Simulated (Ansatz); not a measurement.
Input:

PbS:
Space group F-43m (No. 216); a = b = c = 6.5432 Å, α = β = γ = 90.00°

```json
[
 {"atom": "S", "site": "4d", "symmetry": "-43m", "x": "0.7500", "y": "0.7500", "z": "0.7500"},
 {"atom": "Pb", "site": "4a", "symmetry": "-43m", "x": "0.0000", "y": "0.0000", "z": "0.0000"}
]
```
(The calculation used a cell of 2 atoms; values per cell refer to that cell.)

This is the PBEsol-relaxed structure.

**Question.** All from the program Ansatz at the PBEsol level (PAW), unless another level is named. Predict the formation energy from the elements (no fitted shifts).

**Answer.** -0.28 eV/atom.

**Question.** Predict the gap with spin–orbit coupling.

**Answer.** 0.54 eV.

**Question.** Predict the smallest direct gap on the standard path.

**Answer.** 1.15 eV.

**Question.** What about the valence-band maximum?

**Answer.** at W.

The start of the workflow was typed in or built on a structure type; neither database checked (COD, Materials Project) lists it. It is not the phase usual at ambient conditions (space group No. 225). The cell was relaxed with PBEsol under the symmetry of its start. At this level the phase is mechanically unstable. The references are the lowest solids computed at this level, not always the standard phases. Spin–orbit coupling is left out wherever it is not named.

Potentials: the earlier of the program's two PAW sets. The files were generated under PBE; for other functionals the program regenerates the frozen cores, and for LDA and PBEsol the local potential too.
